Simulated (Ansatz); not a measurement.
TiGeS$_{3}$:
```
CELL_PARAMETERS angstrom
      8.74299     0.00000     0.00000
      0.00000     3.40695     0.00000
      0.00000     0.00000    12.61690
ATOMIC_POSITIONS crystal
  Ti 0.84397 0.75000 0.45837
  Ti 0.15603 0.25000 0.54163
  Ti 0.65603 0.25000 0.95837
  Ti 0.34397 0.75000 0.04163
  Ge 0.55890 0.25000 0.34090
  Ge 0.44110 0.75000 0.65910
  Ge 0.94110 0.75000 0.84090
  Ge 0.05890 0.25000 0.15910
  S  0.00814 0.25000 0.38559
  S  0.99186 0.75000 0.61441
  S  0.49186 0.75000 0.88559
  S  0.50814 0.25000 0.11441
  S  0.72849 0.75000 0.28518
  S  0.27151 0.25000 0.71482
  S  0.77151 0.25000 0.78518
  S  0.22849 0.75000 0.21482
  S  0.67232 0.25000 0.51914
  S  0.32768 0.75000 0.48086
  S  0.82768 0.75000 0.01914
  S  0.17232 0.25000 0.98086
```

Relaxed with LDA.

**Question.** List the phonon frequencies at the special points (DFPT on a 1×3×1 q-mesh, Fourier-interpolated; plane-wave PAW LDA (Ansatz code)).

**Answer.** In cm⁻¹; no LO–TO term at Γ, as the run had none.

```json
[
 {"q": "Γ", "frequencies": "0 0 0 34 42 46 48 57 61 70 73 85 87 90 96 97 98 99 104 112 150 152 171 172 173 176 185 193 221 227 236 238 238 244 245 248 259 266 266 267 267 272 273 277 287 289 298 299 321 323 327 330 337 338 338 340 369 373 377 386"},
 {"q": "X", "frequencies": "26 26 48 48 53 53 60 60 64 64 78 78 79 79 87 87 97 97 114 114 146 146 165 165 178 178 184 184 233 233 236 236 241 241 244 244 261 261 267 267 271 271 272 272 294 294 300 300 320 320 331 331 335 335 337 337 369 369 383 383"},
 {"q": "S", "frequencies": "60 60 60 60 104 104 104 104 108 108 108 108 126 126 126 126 156 156 156 156 212 212 212 212 222 222 222 222 234 234 234 234 257 257 257 257 279 279 279 279 291 291 291 291 302 302 302 302 311 311 311 311 340 340 340 340 362 362 362 362"},
 {"q": "Y", "frequencies": "62 62 64 64 104 104 106 106 106 106 112 112 120 120 129 129 156 156 156 156 210 210 214 214 222 222 224 224 236 236 239 239 251 251 258 258 278 278 280 280 281 281 283 283 305 305 308 308 313 313 314 314 339 339 342 342 360 360 363 363"},
 {"q": "Z", "frequencies": "24 24 28 28 37 37 51 51 70 70 71 71 88 88 94 94 97 97 113 113 152 152 171 171 175 175 189 189 225 225 237 237 242 242 247 247 259 259 267 267 273 273 274 274 292 292 294 294 321 321 332 332 334 334 340 340 372 372 380 380"},
 {"q": "U", "frequencies": "24 24 42 42 55 55 58 58 68 68 74 74 85 85 88 88 97 97 112 112 146 146 165 165 177 177 184 184 234 234 236 236 241 241 244 244 262 262 267 267 271 271 272 272 295 295 298 298 321 321 330 330 335 335 338 338 370 370 382 382"},
 {"q": "R", "frequencies": "59 59 59 59 104 104 104 104 108 108 108 108 126 126 126 126 155 155 155 155 212 212 212 212 222 222 222 222 234 234 234 234 257 257 257 257 279 279 279 279 291 291 291 291 302 302 302 302 311 311 311 311 340 340 340 340 362 362 362 362"},
 {"q": "T", "frequencies": "60 60 63 63 104 104 105 105 106 106 112 112 118 118 129 129 153 153 159 159 211 211 214 214 222 222 224 224 234 234 240 240 255 255 256 256 276 276 279 279 282 282 285 285 306 306 308 308 312 312 315 315 338 338 343 343 361 361 362 362"}
]
```

Space group Pnma. The first step of the workflow began from a Materials Project structure, measured or hypothetical; the Crystallography Open Database files this formula in space group No. 62, but the cells were not matched. Its standing as an ambient phase is unchecked. The cell was relaxed with LDA under the symmetry of its start; whether a distortion lowers the energy is not shown. No spin polarisation was allowed. A crystal of weakly bound chains computed without a dispersion correction: the cell and the soft elastic constants depend strongly on that.

Potentials: the later of the program's two PAW sets.
